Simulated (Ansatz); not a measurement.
# Sr (P6_3/mmc): phonons

Level of theory: PBEsol, PAW on Ansatz 0.2.0's default frozen-core files (fitted under PBE), scalar-relativistic.

The cell comes from a PAW relaxation under the same functional.

The structure is one entry of a database and needn't be the stable phase.

Command:

```sh
ansatz run input.yaml --threads 1 --pin off --max-ram 3072MiB --backend cpu --events-out ev --progress --plain --runs-dir out
```

Input file:

```yaml
crystal:
  lattice:
    - [4.19041897813, 0.0, 0.0]
    - [-2.09520948907, 3.62900928756, 0.0]
    - [0.0, 0.0, 6.88922076691]
  atoms:
    - { symbol: Sr, position: [0.333333333333, 0.666666666667, 0.25] }
    - { symbol: Sr, position: [0.666666666667, 0.333333333333, 0.75] }
kpoints:
  mp_grid: { grid: [10, 10, 6] }
scf:
  occupations: { method: fermi_dirac, width: 0.08 }
hamiltonian:
  xc: pbesol
  pseudopotentials: { kind: paw }
phonons:
  qmesh: [2, 2, 2]
  qpath:
    path:
      - [0.0, 0.0, 0.0]
      - [0.5, 0.0, 0.0]
      - [0.3333333333, 0.3333333333, 0.0]
      - [0.0, 0.0, 0.0]
      - [0.0, 0.0, 0.5]
      - [0.5, 0.0, 0.5]
      - [0.3333333333, 0.3333333333, 0.5]
      - [0.0, 0.0, 0.5]
      - [0.5, 0.0, 0.5]
    npoints: 6
  temperatures: { t_min: 0, t_max: 1000, t_step: 100 }
```

The program printed:

```
Warning: RAYON_NUM_THREADS=1 ignored (pool sized by the plan → 1); use --threads N
Engine: ansatz 0.2.0, aarch64-unknown-linux-gnu
Pseudopotentials: kind: paw
Pseudopotential: Sr, paw, valence charge 10, recommended cutoff 420 eV (normal), Sr.paw.azcp
Functional definition: PBEsol
  exchange = pbesol_x
  correlation = pbesol_c
Crystal: 4 atoms, lattice volume = 209.530 Å³
Basis set: ecut = 420 eV, 4077 PW (Γ), FFT grids on a1, a1+a2, a3, exchange–correlation on 60×100×96 points (8 copies of the dense FFT grid, shifted against one another)
Bands: 28, of which v1, the nominal top of the filled ones, is band 20 counted from 1 (19 counted from 0)
Symmetry: 16 space group operations
k-points: 72 of 300
Non-local potential: Sr, projectors of the file, l = 0: 3, l = 1: 2, l = 2: 2
PAW form: soft (Blöchl's): semilocal exchange-correlation on the pseudo side does not see the compensation charge
PAW frozen core: Sr, regenerated for the run's functional, and the local potential with it (the file was generated under x = pbe(κ = 0.804, μ = 0.2195149727645171), c = pbe(β = 0.06672455060314922))
PAW one-centre angular grid: Sr, 110 points (default); XC on 64 Gauss nodes
[... 119 lines left out ...]
  symmetry images taken by strict's conditions (phonons.symmetry_images: auto; settled by no image being taken that strict refuses)
  supercell 2 (2 cells, vectors [1, 0, 0], [0, 1, -3], [0, 0, 2] in multiples of the cell's): 2 displaced members by 0.0025 Å; free energy -13968.891318 eV; taken off its force constants: by the sum rule 6.0e-6, by the ...
  symmetry images taken by strict's conditions (phonons.symmetry_images: auto; settled by no image being taken that strict refuses)
  supercell 3 (2 cells, vectors [1, 0, 0], [0, 1, 0], [0, 0, 2] in multiples of the cell's): 2 displaced members by 0.0025 Å; free energy -13968.891318 eV; taken off its force constants: by the sum rule 6.9e-6, by the ...
  symmetry images taken by strict's conditions (phonons.symmetry_images: auto; settled by no image being taken that strict refuses)
  q = [0.0000, 0.0000, 0.0000] (star 1, supercell 1; hermiticity 1.51e-32, symmetrization 1.93e-7): -0.00 -0.00 -0.00 42.83 42.83 96.40
  q = [0.0000, 0.0000, -0.5000] (star 1, supercell 3; hermiticity 1.16e-16, symmetrization 1.40e-16): 31.62 31.62 31.62 31.62 72.04 72.04
  q = [0.0000, -0.5000, 0.0000] (star 3, supercell 1; hermiticity 2.01e-16, symmetrization 2.72e-16): 48.48 54.08 78.87 88.96 92.38 99.45
  q = [0.0000, -0.5000, -0.5000] (star 3, supercell 2; hermiticity 2.01e-16, symmetrization 3.92e-16): 65.33 65.33 66.68 66.68 100.44 100.44
  joined force constants: q→R imaginary residual 1.02e-17
  density of states and harmonic sums: on the 18×18×10 q-mesh, interpolated from the force constants of a 2×2×2 supercell (no non-analytic term)
  largest difference from the sums on the solved wave vectors: F 8.46e-2 eV, S 1.17e-4 and C_V 3.22e-5 eV/K
```

The calculation finished and met its thresholds.

**Harmonic thermodynamics**

Harmonic phonons of a crystal by Kohn-Sham DFT at the given cell, standard atomic masses, acoustic sum rule imposed; negative wavenumbers are unstable modes; sums over wave vectors interpolated from the q mesh.

| Property | Result |
| --- | --- |
| Zero point energy | 13.03 meV/atom |

```
temperature (K)  phonon heat capacity (k_B/atom)  phonon entropy (k_B/atom)  phonon free energy (meV/atom)
            100                            2.744                      3.249                           0.15
            200                            2.932                       5.23                         -37.27
            300                            2.969                      6.428                         -87.84
            400                            2.983                      7.284                         -147.1
            500                            2.989                       7.95                         -212.8
            600                            2.992                      8.495                         -283.8
            700                            2.994                      8.957                           -359
            800                            2.995                      9.357                           -438
            900                            2.996                       9.71                         -520.1
           1000                            2.997                      10.03                         -605.2
```

### Zone-centre phonons

Optical zone-centre levels upwards with Mulliken labels, activity, and the element with most of the kinetic energy.

| Property | Result |
| --- | --- |
| Point group | 6/mmm |

| number | phonon wavenumber (cm⁻¹) | label | infrared | raman | lead element |
| --- | --- | --- | --- | --- | --- |
| 1 | 42.8 | E2g | no | yes | Sr |
| 2 | 96.4 | B1g | no | no | Sr |

Phonons on the q mesh:

One row a degenerate set, branches counted upwards.

```
Unstable phonons : no
```

| point | q a (r.l.u.) | q b (r.l.u.) | q c (r.l.u.) | branch | phonon wavenumber (cm⁻¹) | degeneracy |
| --- | --- | --- | --- | --- | --- | --- |
| Gamma | 0 | 0 | 0 | 4 | 42.8 | 2 |
| Gamma | 0 | 0 | 0 | 6 | 96.4 | 1 |
| M | 0.5 | 0 | 0 | 1 | 48.5 | 1 |
| M | 0.5 | 0 | 0 | 2 | 54.1 | 1 |
| M | 0.5 | 0 | 0 | 3 | 78.9 | 1 |
| M | 0.5 | 0 | 0 | 4 | 89 | 1 |
| M | 0.5 | 0 | 0 | 5 | 92.4 | 1 |
| M | 0.5 | 0 | 0 | 6 | 99.4 | 1 |
| A | 0 | 0 | 0.5 | 1 | 31.6 | 4 |
| A | 0 | 0 | 0.5 | 5 | 72 | 2 |
| L | 0.5 | 0 | 0.5 | 1 | 65.3 | 2 |
| L | 0.5 | 0 | 0.5 | 3 | 66.7 | 2 |
| L | 0.5 | 0 | 0.5 | 5 | 100.4 | 2 |

Limits of these numbers: frozen-core PAW files fitted under PBE, their cores solved anew for the functional of the run; responses of metals move with mesh and smearing; coarse q mesh; activity by symmetry alone, a metal screens infrared modes.

It took 4.5 min on 1 thread of Arm Neoverse V2, on a shared host, peak memory 0.97 GiB.
